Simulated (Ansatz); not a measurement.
Ca$_{2}$AsI, one cell by several methods

```
Ca As I
1.0
     2.19825    1.26916    7.45085
    -2.19825    1.26916    7.45085
     0.00000   -2.53832    7.45085
Ca As I
2 1 1
Direct
  0.23129 0.23129 0.23129
  0.76871 0.76871 0.76871
  0.50000 0.50000 0.50000
  0.00000 0.00000 0.00000
```

Atoms are numbered in the order listed.

Structure from Materials Project entry mp-28554 (possibly hypothetical), not relaxed further.

Spin–orbit coupling is left out, though it moves levels of the heavy atoms by tenths of an eV or more.

Levels of theory: DFT, LDA, PAW with Ansatz's default frozen-core files, scalar-relativistic (Ansatz 0.2.0); DFT, LDA, all-electron PAW with datasets made for the crystal, scalar-relativistic (Ansatz 0.2.0); DFT, LDA, all-electron LAPW, scalar-relativistic (Ansatz 0.2.0).

For PAW: a Γ-centred 8×8×8 k mesh, Fermi–Dirac smearing of 0.01 eV, cutoff 420 eV, no spin polarisation; the PAW files were made with PBE, and the program remakes their frozen cores for this functional. The crystal-made all-electron datasets (AE datasets) take a cutoff of 280 eV at this cell. LAPW targets a basis error of 1 meV/atom. The Ansatz runs share mesh, smearing and spin set-up. Plane-wave (PAW) pressures include the program's estimate of the Pulay term.

Stress and pressure are positive in compression.

No spin–orbit coupling: at heavy atoms the gradients can be off by tens of per cent for that reason.

Levels count from the top of the valence band.

| quantity | PAW | AE datasets | LAPW |
| --- | --- | --- | --- |
| pressure (GPa) | -3.06 | -3.06 | -3.06 |
| stress xx (GPa) | -3.18 | -3.18 | -3.18 |
| stress zz (GPa) | -2.83 | -2.83 | -2.83 |
| force on Ca1, z (eV/Å) | -0.114 | -0.114 | -0.114 |
| band gap (eV) | 1.457 | 1.456 | 1.456 |
| highest filled level at S0 (eV) | -0.432 | -0.431 | -0.431 |
| lowest empty level at S0 (eV) | 2.653 | 2.653 | 2.653 |
| highest filled level at F (eV) | -0.297 | -0.296 | -0.296 |
| lowest empty level at F (eV) | 1.457 | 1.456 | 1.456 |
| highest filled level at H0 (eV) | -0.422 | -0.422 | -0.422 |
| lowest empty level at H0 (eV) | 2.713 | 2.713 | 2.713 |
| field gradient Vzz at Ca1 (10²¹ V/m²) | 1.64 | 1.66 | – |
| field gradient Vzz at As3 (10²¹ V/m²) | 2.52 | 2.54 | – |
| field gradient Vzz at I4 (10²¹ V/m²) | 3.11 | 3.13 | – |
